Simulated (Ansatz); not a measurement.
Input:

ZnO:
```
CELL_PARAMETERS angstrom
      3.18716     0.00000     0.00000
     -1.59358     2.76016     0.00000
      0.00000     0.00000     5.15318
ATOMIC_POSITIONS crystal
  Zn 0.66667 0.33333 0.50097
  Zn 0.33333 0.66667 0.00097
  O  0.66667 0.33333 0.87934
  O  0.33333 0.66667 0.37934
```

This is the LDA-relaxed structure. x, y and z are the axes in which the lattice vectors are written.

Problem. All from LDA in the plane-wave PAW code Ansatz, unless another level is named. Estimate the vibrational entropy at 300 K.

Solution. 22.0 J/(K·mol of atoms).

Problem. Give the Debye temperature from the elastic constants.

Solution. 399 K.

Problem. Next, the piezoelectric stress constants (proper, relaxed ions, C/m²)?

Solution. e15 = e24 = -0.54, e31 = e32 = -0.70, e33 = 1.33.

Space group P6_3mc (wurtzite). The LDA relaxation kept the symmetry of its start; phonons on a q-mesh show no instability.

Potentials: the earlier of the program's two PAW sets.
